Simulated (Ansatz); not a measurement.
Data:

CsGeBr₃:
Space group R3m, hexagonal axes (No. 160); a = b = 7.930 Å, c = 10.057 Å, α = β = 90.00°, γ = 120.00°

```
atom  site  symmetry       x       y       z
----  ----  --------  ------  ------  ------
Cs      3a        3m  0.0000  0.0000  0.0015
Ge      3a        3m  0.0000  0.0000  0.4767
Br      9b        .m  0.0160  0.5080  0.0133
```
(The calculation used a cell of 5 atoms; values per cell refer to that cell.)

This is the r²SCAN-relaxed structure.

### Question
All from DFT-r²SCAN in the program Ansatz with PAW potentials, unless another level is named. Give the formation energy from the elements (no fitted shifts).

### Answer
-120 kJ/mol of atoms.

### Question
And the electron effective mass?

### Answer
0.16, 0.30, 0.30 mₑ (principal values).

### Question
Predict the valence-band maximum.

### Answer
at T.

The workflow started from a Materials Project entry (that database holds measured and hypothetical structures alike); the Crystallography Open Database copy checked does not list it. Its standing as an ambient phase is unchecked. Symmetry was held in the r²SCAN relaxation; its stability against distortions is not shown here. The references are the lowest solids computed at this level, not always the standard phases. Spin–orbit coupling is left out wherever it is not named.

Potentials: the later of the program's two PAW sets.

Edges and masses are those of Kohn–Sham bands, whose gap is no quasiparticle gap.
